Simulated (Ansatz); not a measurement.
Here is the system:

Ga2O3 (beta-Ga2O3 type, space group C2/m)

```xyz
10
Lattice="6.1278 -1.5195 0.0000 6.1278 1.5195 0.0000 -1.3861 0.0000 5.6406" Properties=species:S:1:pos:R:3 pbc="T T T"
Ga     0.0077     0.0000     4.4831
Ga    10.8618     0.0000     1.1575
Ga     7.6373     0.0000     1.7738
Ga     3.2323     0.0000     3.8667
O      1.8613     0.0000     0.6157
O      9.0083     0.0000     5.0248
O      1.3433     0.0000     3.1786
O      9.5263     0.0000     2.4620
O      5.7271     0.0000     1.4453
O      5.1424     0.0000     4.1952
```

The volume is varied about the relaxed value V₀ at fixed cell shape. The atoms relax within the cell's symmetry.

These are r2SCAN (plane waves to 500 eV, PAW, scalar-relativistic; Ansatz, a program for electronic structure) values and carry that method's errors. k mesh 11×11×6 (Γ-centred), Fermi-Dirac smearing 0.05 eV. Energies are smeared free energies. Stress and pressure are positive under compression. With the shape held, the modulus is that of even scaling; a crystal free to change shape is softer. Ga2O3 was relaxed with its symmetry unable to fall. The zero of ΔE is the relaxed starting cell.

The scan covers V/V₀ from 0.940 to 1.060 in 9 points.

Q: What is the fitted pressure derivative B₀′?

A: 3.9.

Q: What bulk modulus at fixed cell shape B₀ follows from a third-order Birch-Murnaghan fit?

A: 184 GPa.

(A scan under strain: stresses follow from slopes of the energy per volume, elastic moduli from its curvatures.)
